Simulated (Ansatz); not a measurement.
Computed properties of AlNi

AlNi:
```xyz
4
Lattice="1.3250 -4.6406 0.0000 1.3250 4.6406 0.0000 0.0000 0.0000 3.9661" Properties=species:S:1:pos:R:3 pbc="T T T"
Al     1.3250    -1.4339     0.9915
Ni     1.3250    -3.9087     0.9915
Al     1.3250     1.4339     2.9746
Ni     1.3250     3.9087     2.9746
```

Space group Cmcm (No. 63); conventional cell a = 2.650 Å, b = 9.281 Å, c = 3.966 Å, α = β = γ = 90.00°.

Method: DFT-PBEsol in the program Ansatz with PAW potentials. The cell and atoms are relaxed at this level. Other levels are named where they apply.

Cell and energy:

```json
{
 "volume_per_atom": "12.19 Å³",
 "density": "5.83 g/cm³",
 "Formation energy from the elements (no fitted shifts)": "-0.50 eV/atom"
}
```

Electronic structure:

```json
{
 "electronic_character": "metallic (no gap)",
 "Density of states at the Fermi level": "0.49 states/eV per atom (mean over ±0.08 eV)"
}
```

Magnetism:

```json
{
 "magnetic_order": "non-magnetic (starting moments vanished)"
}
```

Mechanics:

```json
{
  "Bulk modulus (Birch–Murnaghan fit)": "157 GPa",
  "Pressure derivative B′": "4.5"
}
```

The start of the workflow was typed in or built on a structure type; neither database checked (COD, Materials Project) lists it. It is not the phase usual at ambient conditions (space group No. 221). The cell was relaxed with PBEsol under the symmetry of its start; whether a distortion lowers the energy is not shown. The workflow began spin-polarised and lost its moments. Axis ratios of metals converge slowly with the k-mesh, so a and c are less sure than the volume. The references are the lowest solids computed at this level, not always the standard phases.

Potentials: the later of the program's two PAW sets.
